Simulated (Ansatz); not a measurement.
Trial structure of ZnInCl4, not yet relaxed:

```xyz
6
Lattice="4.4784 0.0000 0.0000 0.0000 4.4784 0.0000 0.0000 0.0000 6.3334" Properties=species:S:1:pos:R:3 pbc="T T T"
Zn    2.2392    2.2392    3.1667
In    0.0000    0.0000    0.0000
Cl    2.2392    0.0000    1.5833
Cl    0.0000    2.2392    4.7500
Cl    2.2392    0.0000    4.7500
Cl    0.0000    2.2392    1.5833
```

Theory: DFT PBE, scalar-relativistic, plane waves, PAW in Ansatz 0.2.0. Settings: cutoff 420 eV, Γ-centred mesh 4×4×4 on the computed 6-atom cell, Gaussian smearing of 0.10 eV; no spin polarisation.

Energies over the elements count from the elements' standard structures at the same level (Cl₂ as a molecule), with no fitted energy shifts.

Q: Estimate its pressure, forces and energy as it stands.

A: The pressure is 6.7 GPa (the mean over three directions, positive in compression), the largest force is 0.71 eV/Å, and the energy is −0.63 eV/atom against the elements. The shortest distance is 2.74 Å.

Q: How much does it gain on relaxing, and where does it end?

A: Relaxing gains under 0.1 eV/atom (the start's value is from the coarse mesh, so the gain is rough) in 7 ionic steps and ends at −0.70 eV/atom on the finer mesh. The symmetry stays P4/mmm (No. 123). The volume per atom grows by 11.7 %, from 21.2 to 23.7 Å³. The shortest distance goes from 2.74 Å (In–Cl and Zn–Cl) to 2.78 Å (Zn–Cl). Conventional cell: a = 4.611 Å, c = 6.677 Å. Around Zn lie 8 Cl at 2.78 Å; In is surrounded by 8 Cl at 2.91 Å; around Cl lie 2 Zn at 2.78 Å, 2 In at 2.91 Å, 5 Cl at 3.11–3.26 Å and 1 Cl at 3.56 Å.

The last run used an 8×8×6 mesh (in the run's order of axes) for its 6-atom cell and Gaussian smearing of 0.10 eV. An odd number of electrons in the primitive cell allows no gap without spin; a larger cell or a magnetic state could open one. The relaxation can't lower the symmetry of the start. Symmetry constrained the relaxation, so the result can be a saddle point.
